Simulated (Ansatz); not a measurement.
Level: PBE, no spin polarisation; 420 eV; 7×7×5 Γ-centred mesh; fermi-dirac occupations (width 0.1 eV); Ansatz 0.2.0, fixed geometry.

Computed maps in the lattice plane spanned by a (left to right, 4.79 Å, 15 points from zero) and b (bottom to top, 4.79 Å, 15 points from zero), 90° apart, at height 0.000 along c. The fields are smooth PAW ones with compensation charges, not the true ones near nuclei.

Valence density. Digits on a logarithmic scale: 0 up to 0.03 e/Å³, each further digit a factor of 1.6, 9 from 1.3 e/Å³ up:
```
999754333345799
998654433445689
876554455445567
555555666655555
444456899865444
334468999986443
333569999996533
333569999996533
334468999986443
444456899865444
555555666655555
876554455445567
998654433445689
999754333345799
999854333345899
```

**Question.** The cell is CaReI. Which atoms lie within 0.2 Å of this plane, and where (fractions of a and b)?

**Answer.** Re at (0.00, 0.00), Re at (0.50, 0.50). The whole cell:
```xyz
6
Lattice="4.7911 0.0000 0.0000 0.0000 4.7911 0.0000 0.0000 0.0000 7.8069" Properties=species:S:1:pos:R:3 pbc="T T T"
Ca    0.0000    2.3955    1.4833
Ca    2.3955    0.0000    6.3236
Re    0.0000    0.0000    0.0000
Re    2.3955    2.3955    0.0000
I     0.0000    2.3955    5.3087
I     2.3955    0.0000    2.4982
```

Origin: a known structure type with other elements, at an estimated volume, so it need not be a known compound. Caveats: many states at the Fermi level without spin polarisation, so a magnetic state may lie lower; atoms or cell far from equilibrium.
